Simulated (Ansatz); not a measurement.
## Energy against volume for ZnS (wurtzite)

ZnS (wurtzite)

```cif
data_S2Zn2
_chemical_formula_sum 'Zn2 S2'
_space_group_name_H-M_alt 'P63mc'
_space_group_IT_number 186
_space_group_name_Hall 'P 6c -2c'
_cell_length_a 3.84514
_cell_length_b 3.84514
_cell_length_c 6.30573
_cell_angle_alpha 90.000
_cell_angle_beta 90.000
_cell_angle_gamma 120.000
loop_
_atom_site_label
_atom_site_type_symbol
_atom_site_symmetry_multiplicity
_atom_site_Wyckoff_symbol
_atom_site_fract_x
_atom_site_fract_y
_atom_site_fract_z
_atom_site_occupancy
Zn1 Zn 2 b 0.33333 0.66667 0.49985 1
S1 S 2 b 0.33333 0.66667 0.12535 1
```

The volume is varied about the relaxed value V₀ at fixed cell shape. The atoms relax within the cell's symmetry.

Level of theory: PBE (plane waves to 420 eV, PAW, scalar-relativistic; Ansatz, a program for electronic structure). k mesh 10×10×5 (Γ-centred), Fermi-Dirac smearing 0.05 eV. The energy includes the smearing's −TS. Compression counts positive. With the shape held, the modulus is that of even scaling; a crystal free to change shape is softer. The PAW data are Ansatz's earlier set. ZnS was relaxed with its symmetry unable to fall. ΔE is measured from the relaxed starting cell.

```tsv
V/V₀	ΔE (kJ/mol of atoms)	P (GPa)
0.940	1.69	4.91
0.955	0.93	3.53
0.970	0.40	2.25
0.985	0.10	1.08
1.000	0.00	0.00
1.015	0.09	-1.00
1.030	0.36	-1.92
1.045	0.79	-2.76
1.060	1.36	-3.54
```

What the scan shows:

Pressure at the smallest volume: 4.91 GPa
Energy cost of the largest compression: 17.5 meV/atom
Energy cost of the largest expansion: 14.1 meV/atom
Bulk modulus at fixed cell shape B₀ (third-order Birch-Murnaghan fit): 69.2 GPa
Pressure derivative B₀′ (fit): 4.4
Equilibrium volume of the fit: 20.19 Å³/atom
Pressure for 5 % compression (fit): 4.0 GPa

(Under strain, the slope of the energy per volume gives the stress and its curvature an elastic modulus.)
